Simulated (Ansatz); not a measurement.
RuSb2 (space group Pnnm)

```xyz
6
Lattice="5.9173 0.0000 0.0000 0.0000 6.6204 0.0000 0.0000 0.0000 3.1582" Properties=species:S:1:pos:R:3 pbc="T T T"
Sb     1.0789     2.3667     0.0000
Sb     4.8384     4.2537     0.0000
Sb     4.0375     0.9435     1.5791
Sb     1.8797     5.6768     1.5791
Ru     0.0000     0.0000     0.0000
Ru     2.9586     3.3102     1.5791
```

The slice is a (100) plane (indices of the conventional cell) through the point (0.318, 0.858, 0.500) (fractional), spanned by u = [001] and v = [010] in vectors of this cell: u (3.16 Å) and v (6.62 Å, at 90° to u). It covers one period; positions are fractions (u, v).

These are LDA (plane waves to 420 eV, PAW, scalar-relativistic; Ansatz, a first-principles code) values and carry that method's errors. k mesh 8×7×15. Near the nuclei the fields are pseudised (PAW); where an atom keeps semicore shells as valence, they peak there. At this level the bands of RuSb2 touch or barely overlap; measurements give the solid a gap. RuSb2 is run without spin polarisation. RuSb2 was relaxed with its symmetry unable to fall. Spin-orbit coupling is left out, though Sb is heavy.

Problem. Predict the map of the valence electron density on the slice.

Solution. 
```
|@%*=:..:=*%|
|#*=-:..:-=*|
|==-:.  .:-=|
|--:..  ..:-|
|:::.    .::|
|:::..  ..::|
|-::......::|
|--::::::::-|
|---::--::--|
|-----------|
|::---==---:|
|:::-====-::|
|..:--==--:.|
|...:----:..|
|  ..::::.. |
|    ....   |
|           |
|           |
|...      ..|
|:::..  ..::|
|==-:....:-=|
|#*=-:..:-=*|
|@%*=::::=*%|
|@@*=::::=*@|
```
Scale: ten equal steps from -1.16 (start of ' ') to 1.36 (end of '@'), in the order ' .:-=+*#%@'. Values: log₁₀ of the valence density in e/Å³. The map has 11 points along u (one character each, u = 0 at the left) and 24 along v (v = 0 in the bottom row). The scale is logarithmic, as a density can span decades between atoms and voids.
